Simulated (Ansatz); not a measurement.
Relaxation of a generated cell, Hf placed in the AFLOW prototype A_oF8_70_a; 2 atoms in the cell, which starts as Fddd, origin choice 1 (No. 70), oF8; a = 3.1267 Å, b = 5.7097 Å, c = 10.0589 Å, α = 90.00°, β = 90.00°, γ = 90.00°. Calculation: PBE (plane waves to 420 eV, PAW, scalar-relativistic; Ansatz, a first-principles code). Γ-centred k-mesh 12×12×12 on the run's cell (coarser than for final values), Fermi–Dirac smearing 0.05 eV. This is the first round of the run. 

The optimiser's lines from the output (shortened; P is positive under compression):

```
relax step   1: F+E_penalty+E_count = -31442.38386732 eV  Δ(F+E_penalty+E_count) = +0.000e0 eV  max|allowed force component| = 5.551e-17 eV/Å  Δτ_max = 0.0000 Å  P = -0.039 GPa  Ω = 44.894 Å³  (6 SCF iters, dr2 threshold 1.00e-7 eV, accepted)
relax step   2: F+E_penalty+E_count = -31442.41684095 eV  Δ(F+E_penalty+E_count) = -3.297e-2 eV  max|allowed force component| = 1.041e-16 eV/Å  Δτ_max = 0.0000 Å  P = +0.445 GPa  Ω = 44.627 Å³  (6 SCF iters, dr2 threshold 2.00e-7 eV, accepted)
relax step   3: F+E_penalty+E_count = -31442.41736356 eV  Δ(F+E_penalty+E_count) = -5.226e-4 eV  max|allowed force component| = 1.023e-16 eV/Å  Δτ_max = 0.0000 Å  P = -0.446 GPa  Ω = 45.031 Å³  (5 SCF iters, dr2 threshold 2.00e-7 eV, accepted)
relax step   4: F+E_penalty+E_count = -31442.41770549 eV  Δ(F+E_penalty+E_count) = -3.419e-4 eV  max|allowed force component| = 1.032e-16 eV/Å  Δτ_max = 0.0000 Å  P = +0.059 GPa  Ω = 44.800 Å³  (4 SCF iters, dr2 threshold 2.00e-7 eV, accepted)
relax step   5: F+E_penalty+E_count = -31442.41770408 eV  Δ(F+E_penalty+E_count) = +1.404e-6 eV  max|allowed force component| = 1.032e-16 eV/Å  Δτ_max = 0.0000 Å  P = +0.001 GPa  Ω = 44.826 Å³  (4 SCF iters, dr2 threshold 9.35e-9 eV, accepted)
relax step   6: F+E_penalty+E_count = -31442.41767473 eV  Δ(F+E_penalty+E_count) = +2.935e-5 eV  max|allowed force component| = 1.032e-16 eV/Å  Δτ_max = 0.0000 Å  P = -0.000 GPa  Ω = 44.826 Å³  stress off target by 4.70e-3 GPa  SCF on the basis re-selected at this cell (its energy is not comparable with the rows above)  (7 SCF iters)
```

From the first to the last row the energy changes by -0.02 eV/atom and the volume by -0.2 %. The last row is marked as not comparable with the walk above it, whose basis was carried along; it does compare with step 1, since both stand on a basis selected at the nominal cutoff for their own cell.

Later rounds, restarted from the end of this one on a renewed k-mesh, logged 4 more steps and released under 0.01 eV/atom more. The final structure after all rounds: Fddd, origin choice 1 (No. 70), oF8, AFLOW prototype A_oF8_70_a; a = 3.1325 Å, b = 5.5088 Å, c = 10.3965 Å, α = β = γ = 90.00°. Between re-selections the logged energies stand on a plane-wave basis carried along with the cell. No spin polarisation in the result.

The run could not lose the symmetry of its start, so the end can be a saddle point.

All atoms sit on sites fixed by symmetry, so only the cell could relax.

The relaxed structure here is a generated cell of Hf: the first start was made by placing the elements on the sites of a structure type, and the end was not matched to a known phase here, so it may be hypothetical. Known forms of Hf include space group No. 194.
